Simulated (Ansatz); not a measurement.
## FeNi3 (Pm-3m): phonons

Computed with LDA, PAW on Ansatz 0.2.0's default frozen-core files (fitted under PBE), scalar-relativistic, spin-polarised; not a measurement.

The cell is the relaxed one with its volume scaled by 1.03.

Launched as:

```sh
ansatz run input.yaml --threads 2 --pin off --max-ram 8192MiB --backend cpu --events-out ev --progress --plain --runs-dir out
```

Input file:

```yaml
crystal:
  lattice:
    - [3.48079670852, 0.0, 0.0]
    - [0.0, 3.48079670852, 0.0]
    - [0.0, 0.0, 3.48079670852]
  atoms:
    - { symbol: Fe, position: [0.0, 0.0, 0.0], spin: 2.7 }
    - { symbol: Ni, position: [0.0, 0.5, 0.5], spin: 0.6 }
    - { symbol: Ni, position: [0.5, 0.0, 0.5], spin: 0.6 }
    - { symbol: Ni, position: [0.5, 0.5, 0.0], spin: 0.6 }
magnetization:
  spin_polarized: true
kpoints:
  mp_grid: { grid: [8, 8, 8] }
scf:
  occupations: { method: fermi_dirac, width: 0.08 }
hamiltonian:
  xc: lda
  pseudopotentials: { kind: paw }
phonons:
  supercell: [1, 1, 1]
```

Output:

```
Warning: RAYON_NUM_THREADS=2 ignored (pool sized by the plan → 2); use --threads N
Engine: ansatz 0.2.0, x86_64-unknown-linux-gnu
Pseudopotentials: kind: paw
Pseudopotential: Fe, paw, valence charge 16, recommended cutoff 420 eV (normal), Fe.paw.azcp
Pseudopotential: Ni, paw, valence charge 18, recommended cutoff 420 eV (normal), Ni.paw.azcp
Functional definition: SPW92
  exchange = slater_x
  correlation = pw_c
Crystal: 4 atoms, lattice volume = 42.173 Å³
Basis set: ecut = 420 eV, 799 PW (Γ)
Bands: 45, of which v1, the nominal top of the filled ones, is band 35 counted from 1 (34 counted from 0)
Symmetry: 48 space group operations
Space group: Pm-3m (ITA 221), of the structure as read, at distance tolerance 3.5e-5 Å
Magnetic group: BNS 221.92 (UNI 1594), of the structure as read, at distance tolerance 3.5e-5 Å
k-points: 35 of 512
Non-local potential: Fe, projectors of the file, l = 0: 3, l = 1: 2, l = 2: 3, l = 3: 1
Non-local potential: Ni, projectors of the file, l = 0: 3, l = 1: 2, l = 2: 3, l = 3: 1
PAW form: soft (Blöchl's): semilocal exchange-correlation on the pseudo side does not see the compensation charge
[... 67 lines left out ...]
Entropy (-TS):   -0.070424 eV (-17.606 meV/atom)
Fermi energy:    19.052941 eV
--- Per-component energies (eV) ---
  E_band       = -1015.357726
  E_kinetic    = 1201.944961
  E_local      = -12167.200648  (includes V_loc(G=0)·N_el)
  E_nonlocal   = 2136.956263
  E_hartree    = 5083.178850
  E_xc         = -372.664965
  E_vxc        = -482.427041  (∫ρ·V_xc dr)
  E_paw        = -5992.898244  (= ΣΔE_a)
  E_vpaw       = -1870.991118  (= ΣTr[D̂ρ^β])
  E_aug_tail   = 0.002304  (compensation charges beyond the density's cutoff)
  E_ewald      = -11631.299748
  E_core_change = 1.703897  (= ΣΔE_core)
  E_smearing   = -0.070424  (= −TS)
  E_closure    = 0.000000  (closes the sum)
  Σ components = -21740.347754   (vs F -21740.347754, Δ=0.00e0)
--- Forces (eV/Å), atoms counted from 1 ---
  atom   1  Fe    -0.00000000     0.00000000     0.00000000
  atom   2  Ni     0.00000000    -0.00000000     0.00000000
  atom   3  Ni    -0.00000000    -0.00000000     0.00000000
  atom   4  Ni     0.00000000     0.00000000     0.00000000
  max |Σ_I F_I| component: 5.15e-29 eV/Å
--- Phonons: 2 displaced members + reference (amplitude 0.0025 Å, Σ member SCF iterations 20) ---
  symmetry images taken by strict's conditions (phonons.symmetry_images: auto; settled by no image being taken that strict refuses)
  ASR residual: 1.216e-4 → 0.000e0 eV/Å²; symmetrization residual: 2.820e-5 eV/Å²
  largest component of a force at the reference: 6.7e-29 eV/Å
  ASR residual per site (eV/Å²): 3.95e-5 1.22e-4 1.22e-4 1.22e-4
  Γ frequencies (cm⁻¹): 0.00 0.00 0.00 201.14 201.14 201.14 206.26 206.26 206.26 274.92 274.92 274.92
  density of states and harmonic sums: on the 18×18×18 q-mesh, interpolated from the force constants of a 1×1×1 supercell (no non-analytic term)
  largest difference from the sums on the solved wave vectors: F 4.63e-1 eV, S 7.21e-4 and C_V 2.58e-4 eV/K
```

The calculation finished and met its thresholds.

Zone-centre phonons:

Harmonic phonons of a crystal by Kohn-Sham DFT at the given cell, standard atomic masses, acoustic sum rule imposed; negative wavenumbers are unstable modes; optical zone-centre levels upwards with Mulliken labels, activity, and the element with most of the kinetic energy.

```json
{
 "Point group": "m-3m"
}
```

| number | phonon wavenumber (cm⁻¹) | label | infrared | raman | lead element |
| --- | --- | --- | --- | --- | --- |
| 1 | 201.1 | T2u | no | no | Ni |
| 2 | 206.3 | T1u | yes | no | Fe |
| 3 | 274.9 | T1u | yes | no | Ni |

Caveats: frozen-core PAW files fitted under PBE, their cores solved anew for the functional of the run; a lower magnetic state may exist; responses of metals move with mesh and smearing; cell scaled away from its relaxed volume; zone-boundary modes aren't tested; activity by symmetry alone, a metal screens infrared modes.

Cost: 20 s on 2 threads of AMD EPYC 9R45 96-Core Processor (Zen 5) (shared host), peak memory 0.73 GiB.
